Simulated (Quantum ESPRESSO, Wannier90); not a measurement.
# SrCd (CsCl type): Wannier90 run

```
begin unit_cell_cart
ang
    4.0356300000    0.0000000000    0.0000000000
    0.0000000000    4.0356300000    0.0000000000
    0.0000000000    0.0000000000    4.0356300000
end unit_cell_cart
begin atoms_frac
Sr   0.5000000000  0.5000000000  0.5000000000
Cd   0.0000000000  0.0000000000  0.0000000000
end atoms_frac
```

Structure: Materials Project mp-30496, symmetrised, not relaxed again. COD (Crystallography Open Database) has an entry of this formula and space group (matched by these alone). Method: PBEsol plane waves in Quantum ESPRESSO 7.5 (PseudoDojo norm-conserving files, 82 Ry, no spin polarisation, no spin-orbit coupling), Bloch states on a 6×6×6 mesh through Γ, Wannier90 4.0.1. Density: 10×10×10 mesh, cold smearing 0.01 Ry.

A tight-binding model is made by disentanglement and projection with no localisation steps (num_iter = 0), so the 18 orbitals stay atom-like: hydrogen-like Sr: s;p;d; Cd: s;p;d, axes along x, y, z; frozen window up to 1.50 eV relative to the Fermi level. It follows pw.x to 5.6 meV rms for states up to 1.0 eV relative to the Fermi level. Matrix elements depend on this choice of orbitals and windows.

Question: What are the on-site energies relative to the Fermi level, and how fast do the hoppings decay?

Answer: 
| atom | orbitals | energy (eV) |
|---|---|---|
| Sr1 | s | 4.53 |
| Sr1 | pz px py | 9.02 |
| Sr1 | dz2 dx2-y2 | 4.43 |
| Sr1 | dxz dyz dxy | 4.84 |
| Cd2 | s | -1.20 |
| Cd2 | pz px py | 4.70 |
| Cd2 | dz2 dx2-y2 | -8.41 |
| Cd2 | dxz dyz dxy | -8.34 |

| distance of the centres (Å) | largest modulus (eV) |
|---|---|
| 3–4 | 0.73 |
| 4–5 | 1.2 |
| 5–6 | 0.22 |
| 6–7 | 0.18 |
| 8–9 | 0.067 |
| 9–10 | 0.028 |
| 10–11 | 0.012 |
| 11–12 | 0.014 |
